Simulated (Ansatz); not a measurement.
BaO (rock salt, space group No. 225) at seven volumes, plane-wave PAW PBE (Ansatz code), scaled uniformly. One row is withheld.

| V (Å³/atom) | P (GPa) |
|---|---|
| 19.701 | 8.06 |
| 20.350 | 4.91 |
| 21.000 | 2.25 |
| 21.649 | 0.00 |
| 22.299 | ? |
| 22.948 | -3.52 |
| 23.597 | -4.88 |

Fit the shown pressures and predict the withheld one.

Third-order Birch–Murnaghan: P = (3/2)B₀(x^(7/2) − x^(5/2))[1 + (3/4)(B′ − 4)(x − 1)] with x = (V₀/V)^(2/3). Least squares on the six rows gives V₀ = 21.649 Å³/atom, B₀ = 68.91 GPa, B′ = 4.56. At V = 22.299, x = 0.9805 and P = -1.91 GPa. The run itself gave -1.91 GPa.

Space group Fm-3m (rock salt). Symmetry was held in the PBE relaxation. Scalar-relativistic: spin–orbit coupling is off unless named, which matters more the heavier the elements.

Potentials: the earlier of the program's two PAW sets.
